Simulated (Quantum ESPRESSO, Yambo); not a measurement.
# G0W0 results for SnS₂ monolayer at +3 % biaxial strain

```
SnS2
1.0
    3.75635     0.00000     0.00000
   -1.87817     3.25309     0.00000
    0.00000     0.00000    15.90000
S Sn
2 1
Direct
  0.33333   0.66667   0.09015
  0.66667   0.33333   0.90985
  0.00000   0.00000   0.00000
```

The PBEsol cell relaxed from Materials Project entry mp-1170 was given a biaxial strain of +3 % in the plane, and the atoms were relaxed again, with the Coulomb interaction truncated along z.

Starting point: PBE (stringent potentials; pw.x of Quantum ESPRESSO, ONCV potentials, scalar-relativistic). G0W0 in Yambo: 6×6×1 Γ-centred k mesh, bands 5 to 126 and a 8 Ry block in the screening, 126 bands in G with the Bruneval-Gonze terminator, plasmon pole fitted at 27.2 eV, slab-truncated Coulomb interaction, stochastic integration of W near q = 0.

```yaml
PBE gap along the band path: 1.68 eV
PBE gap between the mesh's edge points ((0, 0.167) → M): 1.68 eV
G0W0 gap between the same points: 3.22 eV
PBE smallest direct gap on the mesh (at M): 1.85 eV
G0W0 direct gap at that point: 3.43 eV
```

```
k point     band  E PBE (eV)  E QP (eV)  shift (eV)     Z
----------  ----  ----------  ---------  ----------  ----
Γ             VB       -0.16      -0.90       -0.74  0.76
Γ             CB        2.20       2.97        0.77  0.79
(0, 0.167)    VB        0.00      -0.75       -0.75  0.76
(0, 0.167)    CB        2.80       3.65        0.86  0.78
M             VB       -0.17      -0.96       -0.78  0.76
M             CB        1.68       2.47        0.80  0.78
```

Energies count from the PBE valence-band maximum.

Convergence of the G0W0 settings was not tested.

Spin-orbit splittings are left out.
